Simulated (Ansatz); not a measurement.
**Y: a jump of Zr**

Computed with Ansatz, DFT PBEsol, scalar-relativistic, plane waves, PAW. Settings: 420 eV cutoff, 3×3×3 k-mesh, Gaussian smearing of 0.10 eV, no spin polarisation.

Host crystal, relaxed:

```yaml
crystal:
  lattice:
    - [3.59752, 0.00000, 0.00000]
    - [-1.79876, 3.11554, 0.00000]
    - [0.00000, 0.00000, 5.58576]
  atoms:
    - { symbol: Y, position: [0.33333, 0.66667, 0.25000] }
    - { symbol: Y, position: [0.66667, 0.33333, 0.75000] }
```

In a supercell of 18 host sites, Zr trades places with a neighbouring Y vacancy, moving 3.77 Å between the relaxed ends. Climbing-image nudged elastic band at fixed cell with images 0 (start) to 6 (end), the path measured over all atoms, converged to 0.05 eV/Å; the order of the saddle wasn't checked, and the small cell leaves errors of about a tenth of an eV.

Supercell rows in host cell vectors: 2 1 1; -1 1 1; -1 -2 1. Zr was set at (0.333, 0.667, 0.250) of the host cell.

At the relaxed start Zr has none within 3 Å.

Task: How high is the barrier, and where does the atom pass?

Result: 1.32 eV at image 3, where Zr has 4 Y at 3.14 Å.

Cost: 1 run of about 42 core-minutes, on Intel Xeon Processor @ 2.50GHz (Skylake/Cascade Lake) (shared hosts).